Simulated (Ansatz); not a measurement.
Relaxed-ion elastic tensor of Ru (hcp (Mg type), space group No. 194) in GPa (Voigt order), LDA (plane waves, PAW; program Ansatz); density 12.82 g/cm³, 13.09 Å³ per atom.

```
659  217  202  0.0  0.0  0.0
217  659  202  0.0  0.0  0.0
202  202  740  0.0  0.0  0.0
0.0  0.0  0.0  214  0.0  0.0
0.0  0.0  0.0  0.0  214  0.0
0.0  0.0  0.0  0.0  0.0  221
```

Problem. Is the crystal mechanically stable?

Solution. Yes: the smallest eigenvalue of C is 214 GPa.

Problem. Work out the Voigt, Reuss and Hill averages.

Solution. K_V = 367, K_R = 366, K_H = 366; G_V = 225, G_R = 224, G_H = 225 GPa.

Problem. Give Young's modulus, Poisson's ratio, Pugh's ratio and the universal anisotropy index.

Solution. E = 9KG/(3K + G) = 560 GPa; ν = 0.25; K/G = 1.63 (brittle by the Pugh limit of 1.75); A_U = 5G_V/G_R + K_V/K_R − 6 = 0.03.

Problem. Estimate the sound speeds and the Debye temperature.

Solution. v_l = √((K + 4G/3)/ρ) = 7210 m/s, v_t = √(G/ρ) = 4190 m/s, mean 4650 m/s; Θ = (h/k)(3n/4πV)^(1/3) v_m = 587 K.

Problem. Solve the Christoffel equation for the three sound speeds along x, y, z.

Solution. Eigenvalues of C_ijkl n_j n_l equal ρv². In km/s, slowest first: x 4.08, 4.15, 7.17; y 4.08, 4.15, 7.17; z 4.08, 4.08, 7.60.

Problem. How much does each axis shrink under pressure?

Solution. Linear compressibilities β_i = Σ_j S_ij (j = 1 to 3): x 0.95, y 0.95, z 0.83 per TPa.

Space group P6_3/mmc (hcp (Mg type)). The cell was relaxed with LDA under the symmetry of its start. The run is not spin-polarised. As this level gives no gap, shear constants depend on the k-mesh and smearing (Fermi–Dirac, 0.1 eV here).

Potentials: the earlier of the program's two PAW sets. The files were generated under PBE; for other functionals the program regenerates the frozen cores, and for LDA and PBEsol the local potential too.
